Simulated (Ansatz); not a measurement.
Ansatz (a quantum-chemistry and plane-wave program) input:

Ansatz 0.2 input:
```yaml
crystal:
  lattice:
    - [3.9780428466, 0.0, 0.0]
    - [-1.9890214233, 3.4450861625, 0.0]
    - [0.0, 0.0, 5.0370429765]
  atoms:
    - { symbol: Ni, position: [0.6666666667, 0.3333333333, 0.25] }
    - { symbol: Ni, position: [0.3333333333, 0.6666666667, 0.75] }
    - { symbol: Ni, position: [0.0, 0.0, 0.0] }
    - { symbol: Ni, position: [0.0, 0.0, 0.5] }
    - { symbol: Ge, position: [0.6666666667, 0.3333333333, 0.75] }
    - { symbol: Ge, position: [0.3333333333, 0.6666666667, 0.25] }
kpoints:
  mp_grid: { grid: [12, 12, 8] }
hamiltonian:
  xc: r2scan
  pseudopotentials: { kind: paw }
scf:
  occupations: { method: gaussian, width: 0.05 }
checkpoint: { read: metal.run }
output: { write_density: true, elf: true, volumetric_format: npy }
basis: { fft_grid_basis: typed }
```

Output (shortened):

```
Pseudopotentials: kind: paw
Pseudopotential: Ni, paw, valence charge 18
Pseudopotential: Ge, paw, valence charge 14
Functional definition: r2SCAN
Crystal: 6 atoms, lattice volume = 69.031 Å³
Basis set: ecut = 500 eV, 1765 PW (Γ), exchange–correlation on 120×120×160 points (64 copies of the dense FFT grid, shifted against one another)
Bands: 60, of which v1, the nominal top of the filled ones, is band 50 counted from 1 (49 counted from 0)
Symmetry: 24 space group operations
Space group: P63/mmc (ITA 194), of the structure as read, at distance tolerance 4.1e-5 Å
k-points: 95 of 1152
PAW frozen core: Ni, regenerated for the run's functional
PAW frozen core: Ge, regenerated for the run's functional
Initial density: read from a saved state, or passed on in memory by an earlier SCF of this step, an earlier step, the calling program or the single point that …
Stability of the state it starts from, as read at its close in the unpolarized treatment …
Initial wavefunctions: pseudopotential atomic-orbital guess
Eigensolver: davidson
Functional: x = r2scan, c = r2scan; τ floored in thin density (d = 2e-4 eV/Å³)
iter 1 solved again at ethr=8.56e-8 eV; its pass at ethr=3.10e-3 eV (dr2=8.56e-5 eV) is discarded
SCF iter   1: F=—  HF=-31988.345812 eV  |F-HF|=—  |Δ(HF+E_count)|=         —  Δρ=6.02e-7  dr2=1.81e-10  dr2_τ=6.97e-12  ethr=8.56e-8  ⟨swp⟩=4.0  Hψ=35023  notcnv=0
all-band conjugate gradients solve this SCF's bands
preconditioner: auto → Kerker (q_TF=auto, 2.902 Å⁻¹)
SCF iter   2: F=-31988.345812 eV  HF=-31988.345812 eV  |F-HF|=4.18e-10  |Δ(HF+E_count)|=   5.50e-8  Δρ=9.74e-7  dr2=4.10e-10  dr2_τ=5.21e-12  ethr=1.00e-12  ⟨swp⟩=7.2  Hψ=24666  notcnv=0
SCF 1 converged in 2 iterations: F = -31988.345812 eV  dr2 = 4.10e-10
SCF converged after 2 iterations
Free energy (F): -31988.345812 eV
Harris-Foulkes:  -31988.345812 eV  (|F-HF|=4.18e-10)
Internal energy: -31988.341072 eV  (E = F + TS)
E sigma→0 (E₀):  -31988.343442 eV
Entropy (-TS):   -0.004740 eV (-0.790 meV/atom)
Fermi energy:    18.042433 eV
--- Per-component energies (eV) ---
  E_band       = -1301.421137
  E_kinetic    = 1367.234890
  E_local      = -17845.524563  (includes V_loc(G=0)·N_el)
  E_nonlocal   = 3425.795062
  E_hartree    = 7626.786246
  E_xc         = -455.763954
  E_vxc        = -607.846082  (∫ρ·V_xc dr)
  E_paw        = -10668.798042  (= ΣΔE_a)
  E_vpaw       = -2937.347430  (= ΣTr[D̂ρ^β])
  E_aug_tail   = 0.000956  (compensation charges beyond the density's cutoff)
  E_vtau       = 42.690815  (kinetic-family band-sum trace: ∫τ·v_τ [+ j·A + Jᵃ·Aᵃ] dr)
  E_ewald      = -15434.699859
  E_core_change = -3.371806  (= ΣΔE_core)
  E_smearing   = -0.004740  (= −TS)
  E_closure    = 0.000000  (closes the sum)
  Σ components = -31988.345812   (vs F -31988.345812, Δ=0.00e0)
  [band-id]    e_kinetic+e_local+e_nonlocal+2·e_hartree+e_vxc+e_vpaw+e_augmentation_tail+e_vtau = -1301.423862   (vs E_band -1301.421137, Δ=-2.73e-3)
--- Band table (eV; the first three rows and the last of 95) ---
  k-point 0: bands = ["-88.9662", "-88.9656", "-88.6834", "-88.6737", "-47.9602", "-47.9602", "-47.9584", "-47.9584", "-47.8325", "-47.8292", "-47.6943", "-47.6122", "-47.6122", "-47.6052", "-47.6052", "-47.5865", "-7.5172", "-7.5074", "-7.4861", "-7.4861", "-7.4510", "-7.4510", "-7.4475", "-7.4475", "-7.4473", "-7.4473", "4.4735", "8.7720", "11.4268", "12.9669", "12.9669", "14.1432", "14.1432", "14.4468", "14.5764", "14.5764", "15.0186", "15.0186", "16.0546", "16.0546", "16.3294", "16.7607", "16.7607", "16.7828", "16.7828", "16.9969", "17.4342", "17.4342", "18.1526", "20.4914", "20.8469", "20.8469", "21.0400", "21.0400", "21.4006", "22.7695", "22.7695", "22.8723", "27.1354", "27.1354"]
  k-point 1: bands = ["-88.9662", "-88.9656", "-88.6831", "-88.6740", "-47.9602", "-47.9602", "-47.9585", "-47.9585", "-47.8324", "-47.8293", "-47.6902", "-47.6119", "-47.6119", "-47.6055", "-47.6055", "-47.5906", "-7.5163", "-7.5072", "-7.4853", "-7.4853", "-7.4552", "-7.4552", "-7.4467", "-7.4467", "-7.4446", "-7.4446", "4.5692", "8.3792", "11.7812", "12.9883", "12.9883", "14.0094", "14.0094", "14.4649", "14.6794", "14.6794", "15.0146", "15.0146", "16.1158", "16.1158", "16.2720", "16.7626", "16.7626", "16.7763", "16.7763", "17.0047", "17.3905", "17.3905", "18.2862", "20.5383", "20.8806", "20.8806", "21.0289", "21.1429", "21.1429", "22.6454", "22.6454", "23.2549", "26.1948", "26.1948"]
  k-point 2: bands = ["-88.9661", "-88.9657", "-88.6820", "-88.6751", "-47.9600", "-47.9600", "-47.9587", "-47.9587", "-47.8321", "-47.8297", "-47.6785", "-47.6112", "-47.6112", "-47.6063", "-47.6063", "-47.6023", "-7.5140", "-7.5069", "-7.4830", "-7.4830", "-7.4614", "-7.4614", "-7.4452", "-7.4452", "-7.4421", "-7.4421", "4.8539", "7.5757", "12.4808", "13.0538", "13.0538", "13.7700", "13.7700", "14.4615", "14.8301", "14.8301", "15.0079", "15.0079", "16.1556", "16.2803", "16.2803", "16.7594", "16.7594", "16.7692", "16.7692", "16.9042", "17.2650", "17.2650", "18.7366", "20.4590", "20.7588", "20.9836", "20.9836", "21.4176", "21.4176", "22.3821", "22.3821", "23.8062", "24.9793", "24.9793"]
  k-point 94: bands = ["-88.9657", "-88.9657", "-88.6787", "-88.6787", "-47.9610", "-47.9610", "-47.9597", "-47.9597", "-47.8327", "-47.8327", "-47.6392", "-47.6392", "-47.6107", "-47.6107", "-47.6052", "-47.6052", "-7.5050", "-7.5050", "-7.4714", "-7.4714", "-7.4663", "-7.4663", "-7.4499", "-7.4499", "-7.4472", "-7.4472", "8.0626", "8.0626", "11.2083", "11.2083", "12.1353", "12.1353", "14.2580", "14.2580", "15.1381", "15.1381", "15.3126", "15.3126", "15.6343", "15.6343", "15.8895", "15.8895", "16.5011", "16.5011", "16.7405", "16.7405", "16.8974", "16.8974", "16.9110", "16.9110", "17.8164", "17.8164", "23.5701", "23.5701", "24.7818", "24.7818", "26.3479", "26.3479", "27.3047", "27.3047"]
  band table: 60 of 60 bands, residual norms ≤ 1.0e-3 eV
```

Cost: very roughly 26 core-seconds on shared cores.

Space group P6_3/mmc. The first step of the workflow began from a Materials Project structure, measured or hypothetical; the Crystallography Open Database copy checked does not list it. Its standing as an ambient phase is unchecked. The r²SCAN relaxation kept the symmetry of its start; whether a distortion lowers the energy is not shown. No spin polarisation was allowed. Spin–orbit coupling is left out wherever it is not named.

Potentials: the later of the program's two PAW sets.

Ansatz is a plane-wave DFT program.
